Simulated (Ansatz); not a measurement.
CaP₂Ru₂:
```
CaP2Ru2
1.0
   -2.02262     2.02262     4.92830
    2.02262    -2.02262     4.92830
    2.02262     2.02262    -4.92830
Ca P Ru
1 2 2
Direct
  0.00000   0.00000   0.00000
  0.63440   0.63440   0.00000
  0.36560   0.36560   0.00000
  0.75000   0.25000   0.50000
  0.25000   0.75000   0.50000
```

Relaxed with r²SCAN. Special points in fractions of this cell's reciprocal vectors: Γ (0.000, 0.000, 0.000); X (0.000, 0.000, 0.500); P (0.250, 0.250, 0.250); N (0.000, 0.500, 0.000); M (0.500, 0.500, -0.500); S (0.292, 0.708, -0.292); S0 (-0.292, 0.292, 0.292); R (-0.084, 0.084, 0.500); G (0.500, 0.500, -0.084).

Q: List the band energies nearest the Fermi level at these points for DFT-r²SCAN in the program Ansatz with PAW potentials.

A: In eV from the Fermi level; about four levels below and three above (degenerate sets whole), none deeper than 8.9 eV; points with the same levels are listed once.

| k | below | above |
|---|---|---|
| Γ | -1.34 -0.75 -0.40 -0.40 | 1.04 1.24 2.43 2.43 |
| X | -1.60 -1.24 -1.18 -0.87 | 0.73 1.29 1.58 |
| P | -1.24 -1.24 -1.21 -1.21 | 0.71 1.47 1.47 |
| N | -2.65 -2.65 -1.73 -0.78 | 0.94 2.16 2.33 |
| M | -2.36 -0.71 -0.19 -0.19 | 0.42 1.24 1.99 |
| S | -2.79 -2.36 -2.19 -2.13 | 0.67 0.83 1.03 |
| R | -1.74 -1.26 -1.23 -0.11 | 0.77 1.31 1.72 |

Space group I4/mmm. The first step of the workflow began from a Materials Project structure, measured or hypothetical; the Crystallography Open Database copy checked does not list it. Its standing as an ambient phase is unchecked. Symmetry was held in the r²SCAN relaxation; whether a distortion lowers the energy is not shown. The run is not spin-polarised. Scalar-relativistic: spin–orbit coupling is off unless named, which matters more the heavier the elements.

Potentials: the later of the program's two PAW sets.
